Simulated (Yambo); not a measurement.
Yambo run on a free-standing LuBrO monolayer (symmetry P4/nmm, slab cell 20.0 Å high). The wavefunctions come from this Quantum ESPRESSO step (PBEsol, PseudoDojo standard norm-conserving files, scalar-relativistic):

```
&CONTROL
  calculation = 'nscf'
  pseudo_dir = './pseudo'
  outdir = './out'
/
&SYSTEM
  ibrav = 0
  nat = 6
  ntyp = 3
  ecutwfc = 100.0
  ecutrho = 400.0
  occupations = 'fixed'
  force_symmorphic = .true.
  nbnd = 155
  assume_isolated = '2D'
/
&ELECTRONS
  conv_thr = 6.000000000000001e-09
  diago_full_acc = .true.
  diago_thr_init = 1e-08
/
ATOMIC_SPECIES
O 15.9990 O.upf
Br 79.9040 Br.upf
Lu 174.9668 Lu.upf
CELL_PARAMETERS angstrom
  3.718891637000   0.000000000000   0.000000000000
  0.000000000000   3.718891637000   0.000000000000
  0.000000000000   0.000000000000  20.000000000000
ATOMIC_POSITIONS crystal
O   0.000000000000   0.000000000000  -0.000000000000
O   0.500000000000   0.500000000000  -0.000000000000
Br   0.500000000000   0.000000000000   0.137232910700
Br   0.000000000000   0.500000000000  -0.137232910700
Lu   0.000000000000   0.500000000000   0.055380337200
Lu   0.500000000000   0.000000000000  -0.055380337200
K_POINTS automatic
4 4 1 0 0 0
```

Yambo input:

```
rim_cut
gw0
dyson
el_el_corr
HF_and_locXC
ppa
em1d
rim_w
RandQpts= 1000000
RandGvec= 2 Ry
CUTGeo= "slab z"
EXXRLvcs= 100 Ry
VXCRLvcs= 400 Ry
Chimod= "HARTREE"
% BndsRnXp
 3 | 154 |
%
NGsBlkXp= 6 Ry
% LongDrXp
 1.0 | 1.0 | 0.0 |
%
RandGvecW= 759 mRy
PPAPntXp= 27.2114 eV
% GbndRnge
 1 | 154 |
%
GTermKind= "BG"
DysSolver= "n"
ExtendOut
% QPkrange
 1 | 1 | 38 | 39 |
 3 | 3 | 38 | 39 |
 6 | 6 | 38 | 39 |
%
```

k points by index: 1 = Γ, 3 = X, 6 = M.

Table of the .qp output:

```
#    K-point    Band    Eo [eV]    E [eV]    E-Eo [eV]    Vxc [eV]    Vnlxc [eV]    Sc|Eo [eV]    Sc|E [eV]    dSc/dw|Eo [eV]    Re(Z)    Im(Z)
#
    1    38    0.000000    -0.807917    -0.807917    -18.04851    -22.21580    3.163740    3.359370    -6.587936    0.805084    -0.001372
    1    39    4.339399    5.433779    1.094379    -10.17319    -5.805326    -3.069286    -3.273485    -5.076483    0.842771    -0.001688
    3    38    -0.220097    -1.330626    -1.110528    -14.43867    -17.83085    2.027908    2.281652    -6.216347    0.814031    -0.002104
    3    39    5.763199    6.939829    1.176630    -12.13684    -7.775267    -2.958123    -3.184946    -5.244775    0.838400    -0.001822
    6    38    -0.439496    -0.521379    -0.081883    -23.24375    -27.68718    4.340437    4.361553    -7.009684    0.795164    -0.945439E-3
    6    39    4.963581    5.985284    1.021703    -10.17858    -6.006763    -2.953834    -3.150114    -5.226537    0.838871    -0.001942
```
(The two width columns are left out.) Convergence of these settings isn't established.

Spin-orbit coupling is not included.

Geometry relaxed with PBEsol.

This is a model layer cut from the bulk structure; whether it is stable on its own was not checked.
